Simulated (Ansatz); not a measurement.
**Structure optimisation: phosphorus, beta-Sn type**

All numbers below come from DFT, LDA (PW92), plane waves (420 eV) with PAW, scalar-relativistic in Ansatz 0.2.0. (PAW data from PBE, frozen cores regenerated.)

k-point mesh 13×13×9, Fermi-Dirac smearing 0.1 eV, no spin polarisation. Cell and atoms relax.

Starting structure:

```cif
data_structure
_symmetry_space_group_name_H-M 'P 1'
_symmetry_Int_Tables_number 1
_cell_length_a 3.7083
_cell_length_b 3.7083
_cell_length_c 3.7083
_cell_angle_alpha 97.454
_cell_angle_beta 97.454
_cell_angle_gamma 137.779
_cell_volume 31.97
loop_
_atom_site_label
_atom_site_type_symbol
_atom_site_fract_x
_atom_site_fract_y
_atom_site_fract_z
_atom_site_occupancy
P1 P 0.00000 0.00000 0.00000 1
P2 P 0.75000 0.25000 0.50000 1
```

Problem. The pressure at the start is -9.2 GPa. By how much does the volume change?

Solution. From 15.98 to 15.69 Å³ per atom, -1.8 %. The final cell has a = 2.572 Å, b = 7.297 Å, c = 3.344 Å.

The cell has left the beta-Sn structure type; it ends in Cmcm.

Problem. How much energy does the relaxation gain?

Solution. 215.0 meV per atom.

Path of the relaxation (the plane waves are chosen anew near the end, which can shift the energy a little):

| step | E − E(final) (meV/atom) | V (Å³/atom) | P (GPa) | max force (eV/Å) |
| --- | --- | --- | --- | --- |
| 0 | 215.04 | 15.984 | -9.25 | 0.008 |
| 1 | 164.68 | 14.668 | -2.18 | 0.006 |
| 2 | 161.62 | 14.278 | 0.54 | 0.036 |
| 3 | 161.14 | 14.310 | 0.28 | 0.039 |
| 4 | 158.05 | 14.344 | 0.11 | 0.062 |
| 5 | 130.00 | 14.481 | -0.33 | 0.216 |
| 6 | 88.14 | 14.422 | 2.14 | 0.281 |
| 7 | 38.47 | 14.772 | 2.14 | 0.138 |
| 8 | 16.61 | 15.347 | 0.95 | 0.214 |
| 9 | 10.45 | 15.713 | -2.41 | 0.288 |
| 10 | 5.45 | 15.453 | 0.94 | 0.045 |
| 11 | 5.12 | 15.612 | -0.14 | 0.004 |
| 12 | 5.08 | 15.609 | 0.01 | 0.005 |
| 13 | 5.07 | 15.606 | 0.00 | 0.000 |
| 14 | 5.07 | 15.608 | 0.00 | 0.001 |
| 15 | 0.38 | 15.608 | 0.39 | 0.001 |
| 16 | 0.04 | 15.691 | 0.03 | 0.002 |
| 17 | 0.03 | 15.694 | 0.00 | 0.000 |
| 18 | 0.00 | 15.694 | 0.00 | 0.000 |

The k-point mesh keeps fewer symmetry operations than the starting structure has, so the cell can leave it.
